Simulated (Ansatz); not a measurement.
Sc$_{6}$Te$_{2}$Rh:
```
Sc6Te2Rh
1.0
    7.77050     0.00000     0.00000
   -3.88525     6.72945     0.00000
    0.00000     0.00000     3.79332
Sc Rh Te
6 1 2
Direct
  0.24124   0.00000   0.00000
  0.75876   0.75876   0.00000
  0.00000   0.24124   0.00000
  0.60943   0.00000   0.50000
  0.39057   0.39057   0.50000
  0.00000   0.60943   0.50000
  0.00000   0.00000   0.50000
  0.33333   0.66667   0.00000
  0.66667   0.33333   0.00000
```

Relaxed with r²SCAN.

Question: Give the Bader charges and basin volumes of the independent atoms, DFT-r²SCAN in the program Ansatz with PAW potentials.

Answer: 

```csv
atom,Bader charge (e),Bader volume (Å³)
Sc1,+1.25,13.7
Sc4,+1.21,14.8
Rh7,-3.52,38.0
Te8,-1.92,37.4
```

Space group P-62m. The workflow started from an entry of the Crystallography Open Database (COD). Whether it is the stable phase at ambient conditions was not checked. The r²SCAN relaxation kept the symmetry of its start; whether a distortion lowers the energy is not shown. No spin polarisation was allowed. Scalar-relativistic: spin–orbit coupling is off unless named, which matters more the heavier the elements.

Potentials: the later of the program's two PAW sets.
